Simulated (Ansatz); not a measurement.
# What a change of settings does: Pd (diamond type)

First run: DFT, LDA, norm-conserving pseudopotentials, Ansatz's default files, scalar-relativistic (Ansatz 0.2.0).

Command: `ansatz run input.yaml --threads 1 --pin off --max-ram 2048MiB --backend cpu --events-out ev --progress --plain --runs-dir out` It took 12 s on 1 thread of Arm Neoverse V1, on a shared host, peak memory 0.36 GiB.

```yaml
crystal:
  lattice:
    - [0.0, 2.369147869, 2.369147869]
    - [2.369147869, 0.0, 2.369147869]
    - [2.369147869, 2.369147869, 0.0]
  atoms:
    - { symbol: Pd, position: [-0.125, -0.125, -0.125] }
    - { symbol: Pd, position: [0.125, 0.125, 0.125] }
kpoints:
  mp_grid: { grid: [13, 13, 13] }
scf:
  occupations: { method: fermi_dirac, width: 0.1 }
hamiltonian:
  xc: lda
  pseudopotentials: { kind: nc }
output:
  forces: true
  stress: true
  eigenvalues: true
```

The cell comes from a relaxation on PAW files under the same functional, begun from a prototype that needn't be the stable phase.

This run: volume at 0.6 of the series' base cell.

It converges in 8 SCF iterations at a pressure of 186.0 GPa, cutoff 1116 eV.

The input is then changed:

```diff
   occupations: { method: fermi_dirac, width: 0.1 }
+  mixing: { preconditioner: resta }
 hamiltonian:
   eigenvalues: true
+basis:
+  ecutrho_ratio: 6
```

**Question.** What does the second run give?

**Answer.** It converges in 7 SCF iterations at a pressure of 186.0 GPa, cutoff 1116 eV, free energy 0.0 meV/atom against the first run's. Results part of its log:
```
SCF 1 converged in 7 iterations: F = -7336.001263 eV  dr2 = 3.62e-9
SCF converged after 7 iterations
Free energy (F): -7336.001263 eV
Harris-Foulkes:  -7336.001263 eV  (|F-HF|=2.87e-9)
Internal energy: -7335.903547 eV  (E = F + TS)
E sigma→0 (E₀):  -7335.952405 eV
Entropy (-TS):   -0.097716 eV (-48.858 meV/atom)
Fermi energy:    23.674352 eV
--- Per-component energies (eV) ---
  E_band       = -222.924096
  E_kinetic    = 2514.439073
  E_local      = -5117.779205  (includes V_loc(G=0)·N_el)
  E_nonlocal   = 52.525935
  E_hartree    = 1647.382929
  E_xc         = -1128.449991
  E_vxc        = -966.877319  (∫ρ·V_xc dr)
  E_ewald      = -5304.022288
  E_smearing   = -0.097716  (= −TS)
  E_closure    = -0.000000  (closes the sum)
  Σ components = -7336.001263   (vs F -7336.001263, Δ=0.00e0)
--- Forces (eV/Å), atoms counted from 1 ---
  atom   1  Pd     0.00000000     0.00000000    -0.00000000
  atom   2  Pd     0.00000000    -0.00000000     0.00000000
  max |Σ_I F_I| component: 1.48e-16 eV/Å
--- Stress (GPa, compression-positive) ---
      185.991597       0.000000       0.000000
        0.000000     185.991597      -0.000000
        0.000000      -0.000000     185.991597
  P = ⅓ Tr σ = 185.9916 GPa (1859.916 kbar)
--- Band table (eV; the first three rows and the last of 84) ---
  k-point 0: bands = ["-63.1094", "-61.9486", "-29.3556", "-29.3556", "-29.3556", "-27.6858", "-27.6858", "-27.6858", "14.9418", "15.5582", "15.5582", "16.6322", "16.6322", "16.6322", "20.5070", "20.5070", "20.5070", "23.5793", "23.5793", "37.7387", "38.1665", "38.1665"]
  k-point 1: bands = ["-63.0973", "-61.9618", "-29.3678", "-29.3678", "-29.3539", "-27.6863", "-27.6723", "-27.6723", "15.0896", "15.4870", "15.4870", "16.6252", "16.7532", "16.7532", "20.3898", "20.4750", "20.4750", "23.5766", "23.5766", "36.4341", "38.1433", "38.1433"]
  k-point 2: bands = ["-63.0623", "-61.9999", "-29.4008", "-29.4008", "-29.3493", "-27.6875", "-27.6361", "-27.6361", "15.3745", "15.3745", "15.4746", "16.6567", "16.9779", "16.9779", "20.0838", "20.4258", "20.4258", "23.5576", "23.5576", "34.8037", "37.1888", "38.0219"]
  k-point 83: bands = ["-62.5939", "-62.4894", "-29.7601", "-29.7263", "-28.6129", "-28.3989", "-27.2858", "-27.2547", "14.5309", "14.5912", "16.9885", "17.4540", "18.2135", "18.8171", "19.3487", "19.7249", "23.8635", "23.9645", "25.7430", "27.1567", "27.4314", "28.2396"]
```
